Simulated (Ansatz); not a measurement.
**LuP (rocksalt structure)**

The computed numbers are results of PBEsol, scalar-relativistic (no spin polarisation) in the plane-wave PAW code Ansatz at 420 eV, 10×10×10 k-mesh, Gaussian smearing of 0.05 eV. The datasets are Ansatz's generated set soft_2.

```
Lu P
1.0
     0.00000    2.72425    2.72425
     2.72425    0.00000    2.72425
     2.72425    2.72425    0.00000
Lu P
1 1
Direct
  0.50000 0.50000 0.50000
  0.00000 0.00000 0.00000
```

The cell was built from a prototype; rock salt is the usual structure of such lanthanide and actinide compounds.

Cell and atoms are those of this level's equilibrium.

The cell has space group Fm-3m (read at 0.01 Å). In it the stress is -0.06, -0.06, -0.06, 0.00, 0.00, 0.00 GPa and the largest force component 0.000 eV/Å. Each change below starts from this cell, without further relaxation. Stress is in GPa, positive in compression, in the order xx, yy, zz, yz, xz, xy; energies are counted from the cell above and are free energies with the smearing's entropy, which match forces and stress in a metal.

Problem. What happens when atom 2 (P) is moved by 0.20 Å along x?

Solution. The energy changes by 134.8 meV per cell, and the force on it along the shift is -1.410 eV/Å (−F/u = 7.05 eV/Å²). Stress: 5.75, -0.28, -0.28, 0.00, 0.00, 0.00.
```
atom  Fx (eV/Å)     Fy     Fz
 Lu1      1.410  0.000  0.000
  P2     -1.410  0.000  0.000
```
In a harmonic crystal the energy would rise by −½F·u = ½ × 7.05 × 0.20² eV = 141.0 meV, close to the run's value; the rest is anharmonic or numerical.

Problem. A single strain component, atoms carried along, gave the stress 0.43, 5.12, 0.43, 0.00, 0.00, 0.00. Which component, and about how large?

Solution. An engineering strain of -2 % in yy; the energy changes by 12.3 meV per cell.

Spin–orbit coupling, which matters for such heavy elements, is left out.
